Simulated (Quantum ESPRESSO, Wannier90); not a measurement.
Tight-binding from DFT: TlBr (rock salt)

Structure: Materials Project mp-568560, symmetrised, not relaxed again. Not found in the COD (Crystallography Open Database) copy used, which has the formula in other groups; not checked further. Method: PBEsol plane waves in Quantum ESPRESSO 7.5 (PseudoDojo norm-conserving files, 50 Ry, no spin polarisation, no spin-orbit coupling), Bloch states on a 8×8×8 mesh through Γ, Wannier90 4.0.1. Density: 8×8×8 mesh, cold smearing 0.01 Ry. Spin-orbit coupling is left out although heavy elements are present.

```
begin unit_cell_cart
ang
    0.0000000000    3.3420400000    3.3420400000
    3.3420400000    0.0000000000    3.3420400000
    3.3420400000    3.3420400000    0.0000000000
end unit_cell_cart
mp_grid = 8 8 8
```

Neighbour vectors b of the finite-difference formula (Å⁻¹), by shell:

```
shell       b_x       b_y       b_z
-----  --------  --------  --------
1       0.11750   0.11750  -0.11750
1       0.11750  -0.11750   0.11750
1      -0.11750   0.11750   0.11750
1       0.11750   0.11750   0.11750
1      -0.11750  -0.11750   0.11750
1      -0.11750   0.11750  -0.11750
1       0.11750  -0.11750  -0.11750
1      -0.11750  -0.11750  -0.11750
```

Question: Find the weights w_b from the completeness condition Σ_b w_b b_α b_β = δ_αβ.

Answer: Shell 1: Σ b_x² = 0.110, Σ b_y² = 0.110, Σ b_z² = 0.110 Å⁻²
Each of the three diagonal sums, weighted, has to give 1 and the off-diagonal ones 0, which holds for w_1 = 9.05 Å². Check on xx: 9.05×0.110 = 1.00.

On this mesh the 5 functions of bands 1,7-10 (valence bands; start: SCDM (isolated), conv_tol = 1.0e-6) end with spreads 1.7248, 1.7248, 1.7243, 1.7361, 2.2432 Å², Ω_I = 8.1904 Å² and Ω_D = 0.0001 Å².

Ω_total is the sum of the spreads, 9.153 Å². Ω_OD = Ω_total − Ω_I − Ω_D = 0.963 Å². Only (Ω_D + Ω_OD)/Ω_total = 10.5 % depends on the gauge, and another start could lower the total by that share at most. The rms radius is √(Ω_total/5) = 1.35 Å.
